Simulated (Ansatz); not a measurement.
AlB2Ru2:
```
CELL_PARAMETERS angstrom
      1.46612    -6.37194     0.00000
      1.46612     6.37194     0.00000
      0.00000     0.00000     2.81220
ATOMIC_POSITIONS crystal
  Al 0.00000 0.00000 0.00000
  Ru 0.35793 0.64207 0.50000
  Ru 0.64207 0.35793 0.50000
  B  0.20970 0.79030 0.00000
  B  0.79030 0.20970 0.00000
```

Relaxed with r²SCAN.

Q: Map the electron localisation function on the plane through (0.000, 0.000, 0.000) spanned by u = [0, 0, 1] and v = [1, -1, 0] in lattice vectors, from plane-wave PAW r²SCAN (Ansatz code).

A: x is the fraction of u, y of v (the angle between them is 90°; rows are the nearest grid lines); atoms in the plane: Al at (0.00, 0.00), Ru at (0.50, 0.36), Ru at (0.50, 0.64), B at (0.00, 0.21), B at (0.00, 0.79).
```
|00002567776520000|
|11357888788875311|
|55667776667776655|
|77766554445566777|
|34799865456899743|
|00257753335775200|
|45677542224577654|
|55323478887432355|
|33248985258984233|
|65335799999753356|
|76543456665434567|
|77665443334456677|
|77665443334456677|
|76543456665434567|
|65335799999753356|
|33248985258984233|
|55323478887432355|
|45677542224577654|
|00257753335775200|
|34799865456899743|
|77766554445566777|
|55667776667776655|
|11357888788875311|
|00002567776520000|
```
Scale: ten equal steps from 0.005 (start of '0') to 0.665 (end of '9'), in the order '0123456789'; x runs from 0.000 to 1.00, y from 0.000 (bottom) to 1.00 (top).

The density is the valence pseudo-density with augmentation charge, so density and ELF within about 1 Å of a nucleus are not all-electron values.

Space group Cmmm. The start of the workflow was typed in or built on a structure type; neither database checked (COD, Materials Project) lists it. Its standing as an ambient phase is unchecked. The r²SCAN relaxation kept the symmetry of its start; its stability against distortions is not shown here. The run is not spin-polarised. The volume moved by 17 % from the start of the relaxation.

Potentials: the later of the program's two PAW sets.
